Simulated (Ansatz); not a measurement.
Starting structure of a cell relaxation (symmetry kept):

```cif
data_structure
_symmetry_space_group_name_H-M 'P 1'
_symmetry_Int_Tables_number 1
_cell_length_a 2.8724
_cell_length_b 2.8724
_cell_length_c 8.8149
_cell_angle_alpha 90.000
_cell_angle_beta 90.000
_cell_angle_gamma 109.441
_cell_volume 68.58
loop_
_atom_site_label
_atom_site_type_symbol
_atom_site_fract_x
_atom_site_fract_y
_atom_site_fract_z
_atom_site_occupancy
Ta1 Ta 0.50000 0.50000 0.76373 1
Ta2 Ta 0.00000 0.00000 0.50000 1
Ta3 Ta 0.50000 0.50000 0.23627 1
Ru1 Ru 0.00000 0.00000 0.00000 1
```

Level of theory: DFT LDA, scalar-relativistic, plane waves, PAW (Ansatz).

Plane waves to 420 eV, a k mesh through Γ of 16×16×6 on the computed 4-atom cell and Gaussian smearing (0.10 eV); no spin polarisation.

Task: What does it relax to?

Result: The volume goes down by 0.96 Å³/atom to 16.19 Å³/atom, and the energy falls by 39.3 meV/atom. Final structure:
```cif
data_structure
_symmetry_space_group_name_H-M 'P 1'
_symmetry_Int_Tables_number 1
_cell_length_a 2.8125
_cell_length_b 2.8125
_cell_length_c 8.6940
_cell_angle_alpha 90.000
_cell_angle_beta 90.000
_cell_angle_gamma 109.696
_cell_volume 64.75
loop_
_atom_site_label
_atom_site_type_symbol
_atom_site_fract_x
_atom_site_fract_y
_atom_site_fract_z
_atom_site_occupancy
Ta1 Ta 0.50000 0.50000 0.76325 1
Ta2 Ta 0.00000 0.00000 0.50000 1
Ta3 Ta 0.50000 0.50000 0.23675 1
Ru1 Ru 0.00000 0.00000 0.00000 1
```

Course of the relaxation (steps run on the plane waves of an earlier cell, and the basis is chosen afresh near the end, so energy and pressure can step there; trial steps that raised the energy were taken back; energies are free energies):

```csv
step,E − E_final (meV/atom),largest force component (eV/Å),P (GPa),V (Å³/atom)
1,39.3,0.106,-12.57,17.15
2,86.4,0.155,23.40,14.93
3,0.5,0.019,-1.70,16.30
4,-0.2,0.005,0.17,16.18
5,-0.2,0.003,0.01,16.19
6,-0.2,0.002,0.00,16.19
7,0.0,0.002,-0.01,16.19
```

Spin–orbit coupling is left out, which can shift energies with elements as heavy as these.

Cost: 1 run of about 3.8 core-minutes, on Arm Neoverse V1 (shared hosts).